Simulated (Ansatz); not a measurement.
Data sheet: BN (DFT)

BN:
```xyz
8
Lattice="2.5586 0.0000 0.0000 -1.2793 2.2158 0.0000 0.0000 0.0000 8.4093" Properties=species:S:1:pos:R:3 pbc="T T T"
B      0.0000     0.0000     8.4075
B      0.0000     0.0000     4.2028
B      1.2793     0.7386     6.3109
B      0.0000     1.4772     2.1063
N      0.0000     0.0000     6.8381
N      0.0000     0.0000     2.6334
N      1.2793     0.7386     4.7280
N      0.0000     1.4772     0.5233
```

Space group P6_3mc (No. 186); conventional cell a = 2.5586 Å, b = 2.5586 Å, c = 8.4093 Å, α = 90.00°, β = 90.00°, γ = 120.00°.

Method: PBE in the plane-wave PAW code Ansatz. The cell and atoms are relaxed at this level. Other levels are named where they apply.

Cell and energy:

- Volume per atom = 5.96 Å³
- Density = 3.46 g/cm³
- Formation energy from the elements (no fitted shifts) = -1.16 eV/atom

Electronic structure:

Band gap: 5.50 eV (indirect)
Valence-band maximum: at Γ
Conduction-band minimum: at M (3 equivalent valleys)
Smallest direct gap on the standard path: 7.51 eV
Electron effective mass: 0.36, 0.51, 0.80 mₑ (principal values)
Hole effective mass, band 1 of 2 at the edge: 1.5 along x, 1.3 along z (mₑ)
Hole effective mass, band 2 of 2 at the edge: 0.35 along x, 1.3 along z (mₑ)
HSE06 gap on the PBE cell: 6.88 eV

Mechanics:

* **Bulk modulus (Birch–Murnaghan fit)**: 371 GPa
* **Pressure derivative B′**: 3.7
* **Elastic constants (relaxed ions, GPa)**: C11 = 913, C12 = 131, C13 = 67.0, C33 = 984, C44 = 340
* **Mechanical stability**: stable (all eigenvalues of C positive)
* **Hill bulk and shear moduli**: 371 and 382 GPa
* **Young's modulus**: 853 GPa
* **Poisson's ratio**: 0.12
* **Debye temperature from the elastic constants**: 1890 K
* **Piezoelectric stress constants (proper, relaxed ions, C/m²)**: e15 = e24 = -0.44, e31 = e32 = -0.45, e33 = 1.06

Dielectric response:

Electronic dielectric constant ε∞ (DFPT): 4.60 (xx = yy), 4.70 (zz)
Static dielectric constant ε0 (ions relaxed, cell fixed): 6.84 (xx = yy), 7.14 (zz)
Born charges (a third of the trace): B +1.88 to +1.91, N -1.90 to -1.89 e
Largest static χ(2) component: 6.6 pm/V

Phonons:

- Highest zone-centre frequency (without LO–TO term) = 1224 cm⁻¹
- Zone-centre stability = no imaginary mode at Γ
- Dynamical stability on the path = stable (no imaginary branch)
- Zero-point energy = 155.3 meV/atom
- Vibrational entropy at 300 K = 3.5 J/(K·mol of atoms)

Charges:

Bader charges: B +2.16, N -2.17 to -2.16 e

The cell is a constructed one: a structure type filled with these elements. Its sites differ from those of the usual phase in this space group: another stacking or structure type. The PBE relaxation kept the symmetry of its start. Signs of piezoelectric constants follow the polarity of the cell as given. The references are the lowest solids computed at this level, not always the standard phases (solids in place of the gases).

Potentials: the later of the program's two PAW sets.
